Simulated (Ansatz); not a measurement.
One crystal and one scan (frozen-phonon scan) at two levels, LDA (plane waves to 420 eV, PAW, scalar-relativistic; Ansatz, a program for electronic structure) and PBE (plane waves to 420 eV, PAW, scalar-relativistic; Ansatz), each from its own relaxed cell and on its own mesh. The cell shown is that of LDA.

W₃N₄ (space group Pm-3m)

```
CELL_PARAMETERS angstrom
      4.15584     0.00000     0.00000
      0.00000     4.15584     0.00000
      0.00000     0.00000     4.15584
ATOMIC_POSITIONS crystal
  N  0.50000 0.50000 0.50000
  N  0.50000 0.00000 0.00000
  N  0.00000 0.50000 0.00000
  N  0.00000 0.00000 0.50000
  W  0.50000 0.50000 0.00000
  W  0.00000 0.50000 0.50000
  W  0.50000 0.00000 0.50000
```

The atoms are displaced by Q × the pattern below (from a DFPT mode at Γ, largest move 1; Q in Å), at fixed cell. It is one choice among 3 degenerate patterns.

| atom | x | y | z |
|---|---|---|---|
| N1 | 0.000 | 0.000 | 1.000 |
| N2 | 0.000 | 0.000 | -0.428 |
| N3 | 0.000 | 0.000 | -0.428 |
| N4 | 0.000 | 0.000 | -0.121 |
| W5 | 0.000 | 0.000 | 0.389 |
| W6 | 0.000 | 0.000 | -0.195 |
| W7 | 0.000 | 0.000 | -0.195 |

Spin-orbit coupling is left out, though W is heavy. W3N4 is run without spin polarisation. W3N4 was relaxed with its symmetry unable to fall. With partly filled bands, energies and forces of such displacements shift with the k mesh and the smearing. Percentages come from the unrounded values.

Results of LDA:

```
Item                                                                                                   Value
----------------------------------  ------------------------------------------------------------------------
Lattice constant a (Å)                                                                                 4.156
Depth of the well (fit) (meV/cell)                                                                       211
Shape of the curve                  a double well: the undisplaced structure is a maximum between two minima
```

Question: What does PBE give for the same quantities?

Answer: 
```csv
quantity,PBE,LDA − PBE
Lattice constant a (Å),4.215,-0.059 (-1.4 %)
Depth of the well (fit) (meV/cell),205,+6 (+3 %)
```

LDA gives the higher value for: depth of the well. LDA gives the lower value for: lattice constant a. Both give the same shape of the curve: a double well: the undisplaced structure is a maximum between two minima.

(For displaced atoms, the force is minus the slope of the energy, and its curvature is a force constant, which sets phonon frequencies.)
